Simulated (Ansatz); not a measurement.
An Ansatz (an electronic-structure program) run. Input:

Ansatz 0.2 input:
```yaml
crystal:
  lattice:
    - [2.5462012413, 1.4700499721, 6.170476774]
    - [-2.5462012413, 1.4700499721, 6.170476774]
    - [0.0, -2.9400999442, 6.170476774]
  atoms:
    - { symbol: Ta, position: [0.0, 0.0, 0.0] }
    - { symbol: Ta, position: [0.2186820685, 0.2186820685, 0.2186820685] }
    - { symbol: Ta, position: [0.7813179315, 0.7813179315, 0.7813179315] }
    - { symbol: Co, position: [0.5, 0.5, 0.0] }
    - { symbol: Co, position: [0.0, 0.5, 0.5] }
    - { symbol: Co, position: [0.5, 0.0, 0.5] }
    - { symbol: Co, position: [0.7138876461, 0.2418246098, 0.7138876461] }
    - { symbol: Co, position: [0.2861123539, 0.7581753902, 0.2861123539] }
    - { symbol: Co, position: [0.7138876461, 0.7138876461, 0.2418246098] }
    - { symbol: Co, position: [0.2861123539, 0.2861123539, 0.7581753902] }
    - { symbol: Co, position: [0.2418246098, 0.7138876461, 0.7138876461] }
    - { symbol: Co, position: [0.7581753902, 0.2861123539, 0.2861123539] }
kpoints:
  mp_grid: { grid: [7, 7, 7] }
  band_path:
    path:
      - [[0.0, 0.0, 0.0], [0.5, 0.5, 0.5], [0.7954946955, 0.2045053045, 0.5]]  # Γ-T-H_2
      - [[0.5, -0.2045053045, 0.2045053045], [0.5, 0.0, 0.0], [0.0, 0.0, 0.0], [0.3522526522, -0.3522526522, 0.0]]  # H_0-L-Γ-S_0
      - [[0.6477473478, 0.0, 0.3522526522], [0.5, 0.0, 0.5], [0.0, 0.0, 0.0]]  # S_2-F-Γ
    npoints: 10
basis: { xc_grid: 2 }
hamiltonian:
  xc: pbesol
  pseudopotentials: { kind: paw }
magnetization: { noncollinear: true, spin_orbit: true }
scf:
  n_extra_bands: 24
  convergence: { dr2_threshold: 0.0000000001 }
  occupations: { method: gaussian, width: 0.05 }
output: { eigenvalues: true }
```

Output (shortened):

```
Pseudopotential: Ta, paw_fr, valence charge 13
Pseudopotential: Co, paw_fr, valence charge 17
Functional definition: PBEsol
non-collinear run that drives no moment, with spin-orbit …
Crystal: 12 atoms, lattice volume = 138.578 Å³
Basis set: ecut = 420 eV, 2733 PW (Γ), exchange–correlation on 96×96×96 points (8 copies of the dense FFT grid, shifted against one another)
Bands: 216, of which v1, the nominal top of the filled ones, is band 192 counted from 1 (191 counted from 0)
Symmetry: 12 space group operations + 12 with time reversal
k-points: 44 of 343
Projection manifold: j_resolved (fully-relativistic pseudo-atomic orbitals)
SCF iter   1: F=—  HF=-75330.446137 eV  |F-HF|=—  |Δ(HF+E_count)|=         —  Δρ=1.14e-1  dr2=9.16e0  dr2_m=0.00e0 (ungated)  ethr=3.10e-3  |M|=0.00e0 ∫|m|=0.00e0 μB  |m|>n=0.0e0 m-floor=0.0e0 τ_xc=0.0e0  β_m=0.30  ⟨swp⟩=5.3  Hψ=21060  notcnv=0  defer=2
preconditioner: auto → Kerker (q_TF=auto, 2.881 Å⁻¹)
spin=Noncollinear: Kerker preconditioning applied to the charge; magnetization (m_x, m_y, m_z) channels mix plain (no charge-response kernel on spin).
SCF iter   2: F=—  HF=-75329.077756 eV  |F-HF|=—  |Δ(HF+E_count)|=    1.37e0  Δρ=4.35e-2  dr2=2.60e0  dr2_m=0.00e0 (ungated)  ethr=3.10e-3  |M|=0.00e0 ∫|m|=0.00e0 μB  |m|>n=0.0e0 m-floor=0.0e0 τ_xc=0.0e0  β_m=0.31  ⟨swp⟩=2.0  Hψ=7443  notcnv=0  defer=758
SCF iter   3: F=—  HF=-75328.720323 eV  |F-HF|=—  |Δ(HF+E_count)|=   3.57e-1  Δρ=3.84e-2  dr2=1.61e0  dr2_m=0.00e0 (ungated)  ethr=1.35e-3  |M|=0.00e0 ∫|m|=0.00e0 μB  |m|>n=0.0e0 m-floor=0.0e0 τ_xc=0.0e0  β_m=0.43  ⟨swp⟩=2.0  Hψ=6408  notcnv=0  defer=758
SCF iter   4: F=—  HF=-75328.682115 eV  |F-HF|=—  |Δ(HF+E_count)|=   3.82e-2  Δρ=6.70e-2  dr2=5.35e0  dr2_m=0.00e0 (ungated)  ethr=8.40e-4  |M|=0.00e0 ∫|m|=0.00e0 μB  |m|>n=0.0e0 m-floor=0.0e0 τ_xc=0.0e0  β_m=0.19  ⟨swp⟩=2.9  Hψ=6556  notcnv=0  defer=758  recentre
SCF iter   5: F=—  HF=-75328.469588 eV  |F-HF|=—  |Δ(HF+E_count)|=   2.13e-1  Δρ=1.64e-2  dr2=3.13e-1  dr2_m=0.00e0 (ungated)  ethr=8.40e-4  |M|=0.00e0 ∫|m|=0.00e0 μB  |m|>n=0.0e0 m-floor=0.0e0 τ_xc=0.0e0  β_m=0.48  ⟨swp⟩=2.2  Hψ=5840  notcnv=0  defer=730
SCF iter   6: F=—  HF=-75328.410669 eV  |F-HF|=—  |Δ(HF+E_count)|=   5.89e-2  Δρ=2.65e-3  dr2=6.99e-3  dr2_m=0.00e0 (ungated)  ethr=1.63e-4  |M|=0.00e0 ∫|m|=0.00e0 μB  |m|>n=0.0e0 m-floor=0.0e0 τ_xc=0.0e0  β_m=0.50  ⟨swp⟩=2.3  Hψ=7036  notcnv=0  defer=724
SCF iter   7: F=—  HF=-75328.410165 eV  |F-HF|=—  |Δ(HF+E_count)|=   5.05e-4  Δρ=1.31e-3  dr2=1.79e-3  dr2_m=0.00e0 (ungated)  ethr=3.64e-6  |M|=0.00e0 ∫|m|=0.00e0 μB  |m|>n=0.0e0 m-floor=0.0e0 τ_xc=0.0e0  β_m=0.75  ⟨swp⟩=1.7  Hψ=6582  notcnv=0  defer=724
SCF iter   8: F=—  HF=-75328.410295 eV  |F-HF|=—  |Δ(HF+E_count)|=   1.30e-4  Δρ=7.41e-4  dr2=6.41e-4  dr2_m=0.00e0 (ungated)  ethr=9.32e-7  |M|=0.00e0 ∫|m|=0.00e0 μB  |m|>n=0.0e0 m-floor=0.0e0 τ_xc=0.0e0  β_m=0.75  ⟨swp⟩=2.0  Hψ=6292  notcnv=0  defer=724
SCF iter  17: F=-75328.409998 eV  HF=-75328.409998 eV  |F-HF|=8.73e-11  |Δ(HF+E_count)|=    0.00e0  Δρ=2.65e-7  dr2=9.33e-11  dr2_m=0.00e0 (ungated)  ethr=1.00e-12  |M|=0.00e0 ∫|m|=0.00e0 μB  |m|>n=0.0e0 m-floor=0.0e0 τ_xc=0.0e0  ⟨swp⟩=7.4  Hψ=14402  notcnv=0
SCF 1 converged in 17 iterations: F = -75328.409998 eV  dr2 = 9.33e-11
NSCF: frozen V_eff on 73 k-points
SCF converged after 17 iterations
Magnetization: |M| = 0.0000 μB,  M = (+0.0000, +0.0000, +0.0000) μB
Absolute magnetization: 0.0000 μB (∫|m|)
  site 0: m = (+0.0000, +0.0000, +0.0000) μB, |m| = 0.0000 μB  (R = 1.05 Å)
  site 1: m = (+0.0000, +0.0000, +0.0000) μB, |m| = 0.0000 μB  (R = 1.05 Å)
  site 2: m = (+0.0000, +0.0000, +0.0000) μB, |m| = 0.0000 μB  (R = 1.05 Å)
  site 3: m = (+0.0000, +0.0000, +0.0000) μB, |m| = 0.0000 μB  (R = 1.03 Å)
  site 4: m = (+0.0000, +0.0000, +0.0000) μB, |m| = 0.0000 μB  (R = 1.03 Å)
  site 5: m = (+0.0000, +0.0000, +0.0000) μB, |m| = 0.0000 μB  (R = 1.03 Å)
  site 6: m = (+0.0000, +0.0000, +0.0000) μB, |m| = 0.0000 μB  (R = 0.99 Å)
  site 7: m = (+0.0000, +0.0000, +0.0000) μB, |m| = 0.0000 μB  (R = 0.99 Å)
  site 8: m = (+0.0000, +0.0000, +0.0000) μB, |m| = 0.0000 μB  (R = 0.99 Å)
  site 9: m = (+0.0000, +0.0000, +0.0000) μB, |m| = 0.0000 μB  (R = 0.99 Å)
  site 10: m = (+0.0000, +0.0000, +0.0000) μB, |m| = 0.0000 μB  (R = 0.99 Å)
  site 11: m = (+0.0000, +0.0000, +0.0000) μB, |m| = 0.0000 μB  (R = 0.99 Å)
Free energy (F): -75328.409998 eV
Harris-Foulkes:  -75328.409998 eV  (|F-HF|=8.73e-11)
Internal energy: -75328.397945 eV  (E = F + TS)
E sigma→0 (E₀):  -75328.403971 eV
Entropy (-TS):   -0.012054 eV (-1.004 meV/atom)
Fermi energy:    20.467400 eV
--- Per-component energies (eV) ---
  E_band       = -2150.186539
  E_kinetic    = 5224.935095
  E_local      = -27835.011497  (includes V_loc(G=0)·N_el)
  E_nonlocal   = 4129.158090
  E_hartree    = 11766.772106
  E_xc         = -2084.422264
  E_vxc        = -2470.909214  (∫ρ·V_xc dr)
  E_paw        = -38218.691198  (= ΣΔE_a)
  E_vpaw       = -4731.904253  (= ΣTr[D̂ρ^β])
  E_aug_tail   = 0.001015  (compensation charges beyond the density's cutoff)
  E_ewald      = -28313.499155
  E_core_change = 2.359864  (= ΣΔE_core)
  E_smearing   = -0.012054  (= −TS)
  E_closure    = 0.000000  (closes the sum)
  Σ components = -75328.409998   (vs F -75328.409998, Δ=0.00e0)
  [band-id]    e_kinetic+e_local+e_nonlocal+2·e_hartree+e_vxc+e_vpaw+e_augmentation_tail = -2150.186552   (vs E_band -2150.186539, Δ=-1.35e-5)
--- Band table (eV; the first three rows and the last of 44) ---
  k-point 0: bands = ["-74.0235", "-74.0235", "-74.0030", "-74.0030", "-73.9887", "-73.9887", "-73.9887", "-73.9887", "-73.9819", "-73.9819", "-73.9819", "-73.9819", "-73.9700", "-73.9700", "-73.9511", "-73.9511", "-73.9511", "-73.9511", "-46.8220", …
  k-point 1: bands = ["-74.0225", "-74.0225", "-74.0025", "-74.0025", "-73.9896", "-73.9896", "-73.9887", "-73.9887", "-73.9825", "-73.9825", "-73.9819", "-73.9819", "-73.9692", "-73.9692", "-73.9519", "-73.9519", "-73.9511", "-73.9511", "-46.8220", …
  k-point 2: bands = ["-74.0202", "-74.0202", "-74.0014", "-74.0014", "-73.9915", "-73.9915", "-73.9887", "-73.9887", "-73.9839", "-73.9839", "-73.9818", "-73.9818", "-73.9669", "-73.9669", "-73.9542", "-73.9542", "-73.9511", "-73.9511", "-46.8220", …
  k-point 43: bands = ["-74.0193", "-74.0193", "-74.0072", "-74.0072", "-73.9906", "-73.9906", "-73.9898", "-73.9898", "-73.9811", "-73.9811", "-73.9805", "-73.9805", "-73.9677", "-73.9677", "-73.9523", "-73.9523", "-73.9514", "-73.9514", "-46.8225", …
```

Cost: about 21 core-minutes (a rough figure) on shared cores.

Space group R-3m. The workflow started from a Materials Project entry (that database holds measured and hypothetical structures alike); the Crystallography Open Database files this formula in space group No. 166, but the cells were not matched. Whether it is the stable phase at ambient conditions was not checked. The cell was relaxed with PBEsol under the symmetry of its start; whether a distortion lowers the energy is not shown. No spin polarisation was allowed.

Potentials: the later of the program's two PAW sets.

Ansatz is a plane-wave DFT program.
